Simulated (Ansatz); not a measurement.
Ir (diamond): energy against volume

Computed with DFT, PBEsol, plane waves (420 eV) with PAW, scalar-relativistic (Ansatz 0.2.0). (PAW data from PBE, frozen cores regenerated.)

The cell is scaled uniformly from the relaxed one, with fractional coordinates and shape fixed. Energies are extrapolated to zero smearing, pressures are those at the given smearing. Magnetic state: spin not included.

A Birch-Murnaghan fit gives V₀ = 20.85 Å³/atom, B₀ = 207 GPa, B₀′ = 4.9.

Task: What are the energy above the minimum and the pressure at 19.220 Å³/atom?

Result: 97.0 meV/atom and 20.85 GPa as computed.

Task: What are the energy above the minimum and the pressure at 20.056 Å³/atom?

Result: 21.2 meV/atom and 9.12 GPa as computed.

Task: What are the energy above the minimum and the pressure at 21.727 Å³/atom?

Result: 21.8 meV/atom and -7.43 GPa as computed.
